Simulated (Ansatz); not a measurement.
Sensitivity of the gradients in WS2 with Ga replacing W to the input

Cell: a supercell of WS2 (space group P6_3/mmc) built from a COD entry (the entry's cell lengths or inner coordinates differ somewhat from later room-temperature determinations), with all atoms left at the host's positions.

```cif
data_GaW17S36
_symmetry_space_group_name_H-M 'P-6m2'
_symmetry_Int_Tables_number 187
_cell_length_a 9.5400
_cell_length_b 9.5400
_cell_length_c 12.5000
_cell_angle_alpha 90.000
_cell_angle_beta 90.000
_cell_angle_gamma 120.000
loop_
_atom_site_label
_atom_site_type_symbol
_atom_site_symmetry_multiplicity
_atom_site_Wyckoff_symbol
_atom_site_fract_x
_atom_site_fract_y
_atom_site_fract_z
Ga Ga 1 a 0.0000 0.0000 0.0000
W2 W 6 l 0.0000 0.3333 0.0000
W6 W 1 c 0.3333 0.6667 0.0000
W8 W 1 e 0.6667 0.3333 0.0000
W10 W 3 k 0.1111 0.8889 0.5000
W12 W 3 k 0.1111 0.5556 0.5000
W14 W 3 k 0.4444 0.2222 0.5000
S19 S 2 g 0.0000 0.0000 0.3750
S20 S 12 o 0.0000 0.3333 0.3750
S24 S 2 h 0.3333 0.6667 0.3750
S26 S 2 i 0.6667 0.3333 0.3750
S28 S 6 n 0.1111 0.8889 0.8750
S30 S 6 n 0.1111 0.5556 0.8750
S32 S 6 n 0.4444 0.2222 0.8750
```

One atom of each set is listed.

Reference run. Method: Kohn–Sham DFT in Ansatz, PBE, plane waves and PAW, scalar-relativistic, 420 eV cutoff, Γ-centred 3×3×2 k-points, Fermi–Dirac smearing 0.01 eV, cell charge -1.

Task: The input is changed as follows: `scf.occupations.width`: 0.01 → not typed; `scf.occupations.method`: fermi_dirac → tetrahedron; `basis.ecutwfc`: not typed → 51.4 Ry. What happens to V_zz (10²¹ V/m²) and η?

Result: 

| site | V_zz reference | η reference | V_zz changed | η changed |
| --- | --- | --- | --- | --- |
| Ga | -3.62 | 0.00 | -3.50 | 0.00 |
| W2 | -22.0 | 0.21 | -22.1 | 0.21 |
| W6 | -16.51 | 0.00 | -15.99 | 0.00 |
| W8 | -18.59 | 0.00 | -18.43 | 0.00 |
| W10 | -18.11 | 0.00 | -18.11 | 0.00 |
| W12 | -17.98 | 0.01 | -17.96 | 0.00 |
| W14 | -17.97 | 0.01 | -17.98 | 0.01 |
| S19 | -4.88 | 0.00 | -4.88 | 0.00 |
| S26 | -4.74 | 0.00 | -4.74 | 0.00 |
| S28 | -4.18 | 0.74 | -4.23 | 0.77 |
| S30 | -4.26 | 0.05 | -4.24 | 0.04 |
| S32 | -4.73 | 0.22 | -4.70 | 0.24 |

The largest change of V_zz is on W6, from -16.51 to -15.99. In per cent, |V_zz| changes by -3 on Ga, -3 to +1 on W, -1 to +1 on S (all sites that start above 2). The table leaves out 2 of the 14 sites, with |V_zz| up to 4.78; their tensors move by 0.01 at most along any direction. The statements above cover all sites. SCF iterations: 16 and 15. New warnings: band table not solved further, slots ram shed, tetrahedron derivatives may miss energy slope.

On the reference run: The run isn't spin-polarised, and a state with spin may lie lower. The defect repeats with the cell of 54 atoms, so it feels its images: sites between two images don't show the values beside a lone defect, and zeros or small values of η there can come from the images' arrangement. S and W carry a gradient in the pure host already, so the values there aren't the defect's effect alone. A uniform background compensates the cell's charge. The defect cell has no gap above 0.1 eV on its mesh, so the values can hang on the smearing and the k-mesh. Without spin–orbit coupling the gradients at and beside W can be off by some per cent, at some sites by far more. The neighbours have not yet relaxed around the defect (largest force 0.91 eV/Å), and relaxing can change the values around it severalfold.
